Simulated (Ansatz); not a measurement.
Problem. Name crystals whose computed values (r²SCAN in the plane-wave PAW code Ansatz) fall in these windows: G_Hill (GPa) 110 to 140; B₀ by P(V) fit (GPa) 210 to 300; Θ_D (K) 450 to 570.

Solution. 

```json
[
 {"crystal": "GaMo3N, anti-perovskite", "G_Hill (GPa)": "121", "B₀ by P(V) fit (GPa)": "258", "Θ_D (K)": "508"},
 {"crystal": "CoPtO2, R-3m (Co on 3b, Pt on 3a, O on 6c)", "G_Hill (GPa)": "116", "B₀ by P(V) fit (GPa)": "256", "Θ_D (K)": "486"},
 {"crystal": "BRh, NiAs type", "G_Hill (GPa)": "114", "B₀ by P(V) fit (GPa)": "291", "Θ_D (K)": "540"},
 {"crystal": "AlRu, CsCl type", "G_Hill (GPa)": "118", "B₀ by P(V) fit (GPa)": "220", "Θ_D (K)": "537"},
 {"crystal": "TaO2, rutile", "G_Hill (GPa)": "117", "B₀ by P(V) fit (GPa)": "278", "Θ_D (K)": "500"}
]
```
Others may fit too.

Typed or built starts, not in the databases checked: GaMo3N, anti-perovskite. Standing as an ambient phase not checked: BRh, NiAs type; TaO2, rutile. Began spin-polarised and lost the moments: GaMo3N, anti-perovskite. All cells were relaxed under the symmetry of their starts (and spin orders); stability against distortions was not tested throughout. Rows with no word on spin ran without spin polarisation. No Hubbard U is applied. Scalar-relativistic: spin–orbit coupling is off unless named, which matters more the heavier the elements.

Potentials: the later of the program's two PAW sets.
